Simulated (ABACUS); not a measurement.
Set-up for a self-consistent single point of Ge (P6_3/mmc, 8 atoms in the cell; from Materials Project mp-1091415, changed as shown).

```
Ge
1.0
    3.98973     0.00000     0.00000
   -1.99487     3.45521     0.00000
    0.00000     0.00000    13.11270
Ge
8
Direct
  0.00000   0.00000   0.40685
  0.00000   0.00000   0.59315
  0.00000   0.00000   0.90685
  0.00000   0.00000   0.09315
  0.33333   0.66667   0.34406
  0.66667   0.33333   0.65594
  0.66667   0.33333   0.84406
  0.33333   0.66667   0.15594
```

Computed with LDA (PW92), PseudoDojo 0.4 standard norm-conserving LDA (tails mended) pseudopotentials (plane waves; ABACUS).

ABACUS settings:

| key | value |
|---|---|
| KPT | Gamma 5 5 1 0 0 0 |
| basis_type | pw |
| dft_functional | PWLDA |
| ecutwfc | 78 Ry |
| smearing_method | mp |
| smearing_sigma | 0.00367493 Ry |
| potentials | PseudoDojo 0.4 standard norm-conserving LDA (tails mended) |
| symmetry | 1 |
| symmetry_prec | 1e-05 |
| ks_solver | dav_subspace |
| scf_nmax | 100 |
| scf_thr | 1.0e-09 Ry |
| mixing_type | pulay |
| mixing_beta | 0.7 |

Results:

- Number of valence electrons = 112
- Number of bands = 68
- Number of k-points after the program's reduction = 5
- Number of plane waves (most at a k-point) = 14244
- Number of SCF iterations = 8
- FFT grid = 45 × 45 × 144
- Free energy E − TS = -19425.3699 eV
- Pressure = -0.84 GPa
- Largest force (vector length) = 0.102 eV/Å

Forces (eV/Å):
```
atom     Fx     Fy      Fz
----  -----  -----  ------
Ge1   0.000  0.000   0.102
Ge2   0.000  0.000  -0.102
Ge3   0.000  0.000   0.102
Ge4   0.000  0.000  -0.102
Ge5   0.000  0.000  -0.055
Ge6   0.000  0.000   0.055
Ge7   0.000  0.000  -0.055
Ge8   0.000  0.000   0.055
```

Stress (GPa, positive for compression):
```
-0.05   0.00   0.00
 0.00  -0.05   0.00
 0.00   0.00  -2.42
```

For comparison: a first run was changed to give this one (volume scaled by 0.99), and from it to this one the free energy falls by 1.6 meV/atom, the pressure goes from -1.51 to -0.84 GPa and the largest force goes from 0.106 to 0.102 eV/Å.

The structure comes from a collection of computed structures, made at another level of theory; the collection holds predicted forms beside known ones. No clean gap shows at this smearing width and mesh (spacing up to 0.48 Å⁻¹); the mesh is coarse for partly filled bands, so the values carry mesh errors. Semi-local functionals can close small gaps.

Cost on one core: around 90 core-seconds (rough).

“Tails mended”: in these copies of the files the far tail of each local potential was reset to the Coulomb form.
